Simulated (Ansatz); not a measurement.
A generated cell, not matched to a known phase here, of Mg2CdPd2: Immm (No. 71), oI10; a = 4.2840 Å, b = 5.7616 Å, c = 7.2854 Å, α = 90.00°, β = 90.00°, γ = 90.00°; Mg 4j (0.000, 0.500, 0.198); Cd 2a (0.000, 0.000, 0.000); Pd 4h (0.000, 0.226, 0.500). Method: PBEsol (plane waves to 420 eV, PAW, scalar-relativistic; Ansatz, a first-principles code). Element references, the lowest calculated here: Pd (Fm-3m), Mg (P6₃/mmc), Cd (P6₃/mmc).

Question: Give the formation energy of this Immm form of Mg2CdPd2 from the elements at the level PBEsol.

Answer: -0.48 eV/atom.

Question: How does this cell stand against the other phases calculated?

Answer: It lies 0.08 eV/atom above their hull: Mg2CdPd2 → Cd + 2 MgPd (Cd P6₃/mmc, MgPd Pm-3m) releases that much. A lower structure of this composition may exist.

Hull of the energies calculated here, no anion corrections, zero temperature, no zero-point energy; an uncalculated phase could lie lower. Values are rounded to 0.01 eV/atom. Not shown to be the ambient phase of their composition (a lower form may be missing, and a cell relaxed within its start's symmetry can be a saddle point): Mg2CdPd2 (Immm). The compounds carry no spin polarisation.
